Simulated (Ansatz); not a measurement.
GaN (zinc blende)

```xyz
2
Lattice="0.0000 2.2491 2.2491 2.2491 0.0000 2.2491 2.2491 2.2491 0.0000" Properties=species:S:1:pos:R:3 pbc="T T T"
N      3.3736     3.3736     3.3736
Ga     0.0000     0.0000     0.0000
```

The slice is a {111} plane (indices of the conventional cell) through the point (0.750, 0.750, 0.750) (fractional), spanned by u = [100] and v = [-1 2 0] in vectors of this cell: u (3.18 Å) and v (5.51 Å, at 90° to u). It covers one period; positions are fractions (u, v).

The numbers are results of r2SCAN (plane waves to 500 eV, PAW, scalar-relativistic; Ansatz, a program for electronic structure), not measurements. k mesh 13×13×13. Near the nuclei the fields are pseudised (PAW); where an atom keeps semicore shells as valence, they peak there. GaN was relaxed with its symmetry unable to fall. The PAW data are Ansatz's earlier set.

**Question.** Predict the map of the valence electron density on the slice.

**Answer.** 
```
|99999977664433222222334466779999|
|99998877554422111111224455778899|
|88887766443311000000113344667788|
|66666644332211000000112233446666|
|55555544332200000000002233445555|
|55554433221111000000111122334455|
|66555544332211111111112233445555|
|77665544333333333333333333445566|
|77776655444444444444444444556677|
|77776655555555666666555555556677|
|66665555556677778877776655555566|
|55555555667788999999887766555555|
|44444455668899999999998866554444|
|33334455668899999999998866554433|
|22223344667799999999997766443322|
|11112244557788999999887755442211|
|00001133446677888888776644331100|
|00001122334466666666664433221100|
|00000022334455555555554433220000|
|00001111223344555555443322111100|
|11111122334455556655554433221111|
|33333333334455667766554433333333|
|44444444445566777777665544444444|
|66665555555566777777665555555566|
|88777766555555666666555555667777|
|99998877665555555555555566778899|
|99999988665544444444445566889999|
|99999988665544333333445566889999|
```
Scale: ten equal steps from -1.26 (start of '0') to 0.54 (end of '9'), in the order '0123456789'. Values: log₁₀ of the valence density in e/Å³. The map has 16 points along u (two characters each, u = 0 at the left) and 28 along v (v = 0 in the bottom row). The scale is logarithmic, as a density can span decades between atoms and voids.
